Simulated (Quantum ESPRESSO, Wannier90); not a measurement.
**SrGa2 (P6/mmm): Wannier90 run**

```
SrGa2
1.0
    4.30786     0.00000     0.00000
   -2.15393     3.73072     0.00000
    0.00000     0.00000     4.80054
Sr Ga
1 2
Direct
  0.00000   0.00000   0.00000
  0.33333   0.66667   0.50000
  0.66667   0.33333   0.50000
```

Materials Project entry mp-182; symmetrised, unrelaxed at this level. Not found in the COD (Crystallography Open Database) copy used; not checked further. Method: LDA plane waves in Quantum ESPRESSO 7.5 (PseudoDojo norm-conserving files, 64 Ry, no spin polarisation, no spin-orbit coupling), Bloch states on a 6×6×6 mesh through Γ, Wannier90 4.0.1. Density: 12×12×10 mesh, cold smearing 0.01 Ry.

Valence charges of the files: Sr 10, Ga 13. 41 bands were computed.

Isolated groups of bands, relative to the Fermi level (bands from 15 on overlap up to the last one computed):

```
bands  from (eV)  to (eV)  filling  weight on atomic waves
-----  ---------  -------  -------  ----------------------
1         -35.30   -35.29   filled              Sr 4s 96 %
2–4       -17.46   -17.28   filled              Sr 4p 98 %
5–14      -14.82   -14.12   filled             Ga 3d 100 %
```

Wanted is a model with the orbitals Sr s p d, Ga s p, without the filled groups that are mainly made of other shells (semicore states, and anion s where it isn't named); all higher bands stay in for disentanglement.

Question: Give num_wann, exclude_bands and num_bands, and the number of electrons that the model holds.

Answer: Electrons: 1×10 + 2×13 = 36, or 18.0 bands' worth; no gap over 0.05 eV opens at the Fermi level at this level of theory.
num_wann = 1×9 + 2×4 = 17.
exclude_bands = 1-14, 14 bands, so num_bands = 41 − 14 = 27.
The model holds 36 − 2×14 = 8 electrons. With the window frozen to 1.50 eV it follows pw.x to 7.6 meV rms (states up to 1.0 eV relative to the Fermi level).
